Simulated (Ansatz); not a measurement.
BP in space group P6_3/mmc (No. 194; B on 2c, P on 2d) at seven volumes, DFT-PBE+D3(BJ) in the program Ansatz with PAW potentials, shape and atoms relaxed at each. One row is withheld.

```csv
V (Å³/atom),P (GPa)
15.318,1.78
15.823,1.19
16.328,?
16.833,-0.01
17.338,-0.44
17.843,-0.75
18.348,-0.97
```

Q: Fit the shown pressures and predict the withheld one.

A: P = (3/2)B₀(x^(7/2) − x^(5/2))[1 + (3/4)(B′ − 4)(x − 1)] with x = (V₀/V)^(2/3). Least squares on the six rows gives V₀ = 16.843 Å³/atom, B₀ = 14.9 GPa, B′ = 5.46. At V = 16.328, x = 1.0209 and P = 0.50 GPa. The run itself gave 0.56 GPa.

A made-up cell: these elements were put on the sites of a structure type; neither database checked (COD, Materials Project) lists it. It is not the phase usual at ambient conditions (space group No. 216). Symmetry was held in the PBE+D3(BJ) relaxation; phonons on a q-mesh show weakly imaginary modes.

Potentials: the later of the program's two PAW sets.
